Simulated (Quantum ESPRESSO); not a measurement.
```
BN
1.0
    2.50675     0.00000     0.00000
   -1.25337     2.17090     0.00000
    0.00000     0.00000    16.90000
B N
2 2
Direct
  0.66667   0.33333   0.90066
  0.33333   0.66667   0.09934
  0.33333   0.66667   0.90057
  0.66667   0.33333   0.09943
```

Two neighbouring layers were cut from Materials Project entry mp-984 and relaxed with PBE+D3(BJ) in a cell 16.9 Å high, with the Coulomb interaction truncated along z.

Problem. What does PBE (pw.x of Quantum ESPRESSO, ONCV potentials, scalar-relativistic) give for the electronic structure near the Fermi level?

Solution. The PBE gap is indirect, 4.52 eV, from 6 % of the way from K to Γ to M; the smallest direct gap is 4.70 eV. The valence-band maximum lies 5.84 eV below the vacuum level.
